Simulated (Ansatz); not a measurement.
An Ansatz input:

```yaml
crystal:
  lattice:
    - [5.7714520104, 0.0, 0.0]
    - [-2.8857260052, 4.9982240577, 0.0]
    - [0.0, 0.0, 3.088857663]
  atoms:
    - { symbol: Te, position: [1.0, 1.0, 0.0] }
    - { symbol: Te, position: [0.3333333333, 0.6666666667, 0.5] }
    - { symbol: Te, position: [0.6666666667, 0.3333333333, 0.5] }
hamiltonian:
  xc: r2scan
  pseudopotentials:
    kind: paw
    azcp:
      Te: "pseudopotentials/Te.paw.azcp"
basis:
  ecutwfc: 500
  fft_grid_basis: typed
kpoints:
  mp_grid: { grid: [9, 9, 13], shift: [0, 0, 0] }
magnetization:
  spin_polarized: false
scf:
  occupations: { method: fermi_dirac, width: 0.1 }
```

Output

```
Engine: ansatz 0.2.0, x86_64-unknown-linux-gnu
Pseudopotentials: kind: paw
Pseudopotential: Te, paw, valence charge 16, recommended cutoff 500 eV (meta_gga) 
Functional definition: r2SCAN
  parameter k0 = 0.174
  parameter k1 = 0.065
  parameter a1 = 4.9479
  exchange = r2scan_x(k0 = k0, k1 = k1, a1 = a1)
  correlation = r2scan_c
Crystal: 3 atoms, lattice volume = 89.104 Å³
Basis set: ecut = 500 eV, 2243 PW (Γ), exchange–correlation on 180×180×96 points (64 copies of the dense FFT grid, shifted against one another)
Bands: 28, of which v1, the nominal top of the filled ones, is band 24 counted from 1 (23 counted from 0)
Symmetry: 24 space group operations
Space group: P6/mmm (ITA 191), of the structure as read, at distance tolerance 4.5e-5 Å
k-points: 84 of 1053
Non-local potential: Te, projectors of the file, l = 0: 2, l = 1: 2, l = 2: 2, l = 3: 2
PAW form: soft (Blöchl's): semilocal exchange-correlation on the pseudo side does not see the compensation charge
PAW frozen core: Te, regenerated for the run's functional (the file was generated under x = pbe(κ = 0.804, μ = 0.2195149727645171), c = pbe(β = 0.06672455060314922))
PAW one-centre angular grid: Te, 590 points (default); XC on 160 Gauss nodes
Initial density: superposition of atomic densities (neutral atoms: chi_scale 0, normalization atom), corrected by the library's trained network
Initial wavefunctions: pseudopotential atomic-orbital guess
Functional: x = r2scan, c = r2scan; τ floored in thin density (d = 2e-4 eV/Å³)
SCF iter   1: F=—  HF=-20983.206415 eV  |F-HF|=—  |Δ(HF+E_count)|=         —  Δρ=3.26e-3  dr2=1.24e-2  dr2_τ=9.17e-4  ethr=1.77e-3  ⟨swp⟩=6.6  Hψ=10212  notcnv=0
SCF iter   2: F=—  HF=-20983.225607 eV  |F-HF|=—  |Δ(HF+E_count)|=   1.92e-2  Δρ=2.08e-3  dr2=4.25e-3  dr2_τ=4.86e-5  ethr=2.59e-5  ⟨swp⟩=2.0  Hψ=4089  notcnv=0
SCF iter   3: F=—  HF=-20983.227618 eV  |F-HF|=—  |Δ(HF+E_count)|=   2.01e-3  Δρ=4.31e-4  dr2=1.51e-4  dr2_τ=1.12e-5  ethr=8.85e-6  ⟨swp⟩=3.0  Hψ=4549  notcnv=0
SCF iter   4: F=—  HF=-20983.227631 eV  |F-HF|=—  |Δ(HF+E_count)|=   1.29e-5  Δρ=1.90e-4  dr2=3.53e-5  dr2_τ=3.96e-7  ethr=3.14e-7  ⟨swp⟩=2.0  Hψ=4376  notcnv=0
SCF iter   5: F=—  HF=-20983.227660 eV  |F-HF|=—  |Δ(HF+E_count)|=   2.91e-5  Δρ=6.96e-5  dr2=4.91e-6  dr2_τ=1.05e-7  ethr=7.36e-8  ⟨swp⟩=2.0  Hψ=3104  notcnv=0
SCF iter   6: F=—  HF=-20983.227664 eV  |F-HF|=—  |Δ(HF+E_count)|=   4.24e-6  Δρ=1.99e-5  dr2=3.54e-7  dr2_τ=8.73e-9  ethr=1.02e-8  ⟨swp⟩=2.0  Hψ=3143  notcnv=0
SCF iter   7: F=-20983.227664 eV  HF=-20983.227664 eV  |F-HF|=3.46e-8  |Δ(HF+E_count)|=   1.35e-7  Δρ=6.78e-6  dr2=6.64e-8  dr2_τ=1.06e-9  ethr=2.08e-10  ⟨swp⟩=3.0  Hψ=5453  notcnv=0
SCF 1 converged in 7 iterations: F = -20983.227664 eV  dr2 = 6.64e-8
SCF converged after 7 iterations
Free energy (F): -20983.227664 eV
Harris-Foulkes:  -20983.227664 eV  (|F-HF|=3.46e-8)
Internal energy: -20983.144097 eV  (E = F + TS)
E sigma→0 (E₀):  -20983.185881 eV
Entropy (-TS):   -0.083567 eV (-27.856 meV/atom)
Fermi energy:    10.324728 eV
--- Per-component energies (eV) ---
  E_band       = -747.145793
  E_kinetic    = 538.741331
  E_local      = -3230.856545  (includes V_loc(G=0)·N_el)
  E_nonlocal   = -932.113958
  E_hartree    = 2180.948043
  E_xc         = -344.054863
  E_vxc        = -333.226998  (∫ρ·V_xc dr)
  E_paw        = -14058.016601  (= ΣΔE_a)
  E_vpaw       = -1172.016327  (= ΣTr[D̂ρ^β])
  E_aug_tail   = -0.000110  (compensation charges beyond the density's cutoff)
  E_vtau       = 20.436050  (kinetic-family band-sum trace: ∫τ·v_τ [+ j·A + Jᵃ·Aᵃ] dr)
  E_ewald      = -5138.645960
  E_core_change = 0.854566  (= ΣΔE_core)
  E_smearing   = -0.083567  (= −TS)
  E_closure    = -0.000000  (closes the sum)
  Σ components = -20983.227664   (vs F -20983.227664, Δ=0.00e0)
```

Launched by

```sh
ansatz run input.yaml --threads 1 --pin off --max-ram 3584MiB --backend cpu --events-out ev --progress --plain --runs-dir out
```

On 1 thread of Intel(R) Xeon(R) Platinum 8259CL CPU @ 2.50GHz (Skylake/Cascade Lake) (shared host) this took about 22 s of wall time and 22 s of CPU time.
